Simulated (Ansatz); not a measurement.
PbF2 (fluorite, space group No. 225), r²SCAN+D4 in the plane-wave PAW code Ansatz. The conduction-band minimum lies at X, with 3 equivalent valleys. Second derivatives d²E/dk² of the lowest band at one valley (eV·Å²), along Cartesian directions:

```tsv
direction	d²E/dk²
[100]	0.8303
[010]	15.02
[001]	15.02
[110]	7.922
[101]	7.922
[011]	15.02
```

Problem. Find the principal effective masses, the density-of-states mass and the conductivity mass.

Solution. Off-diagonal terms follow from H_xy = H[110] − (H_xx + H_yy)/2, and m*/mₑ = 7.620 eV·Å² over each eigenvalue: 0.51, 0.51, 9.2. One valley's DOS mass (m₁m₂m₃)^(1/3) = 1.3, conductivity mass 3/(Σ 1/mᵢ) = 0.74 mₑ.

Problem. What effective density of states Nc follows at 300 K for parabolic valleys?

Solution. Nc = 2.509e19 × 3 × (1.3)^(3/2) ≈ 1.1e20 cm⁻³.

Problem. With the computed static dielectric constant 35.0 (mean of the diagonal), estimate a hydrogenic donor's binding energy and radius.

Solution. E = 13.606 eV × 0.74/35.0² ≈ 8.2 meV; a = 0.529 Å × ε/m* ≈ 25 Å. Semilocal masses tend to be too small where the gap is.

Space group Fm-3m (fluorite). Symmetry was held in the r²SCAN+D4 relaxation; phonons on a q-mesh show no instability. Scalar-relativistic: spin–orbit coupling is off unless named, which matters more the heavier the elements.

Potentials: the later of the program's two PAW sets.
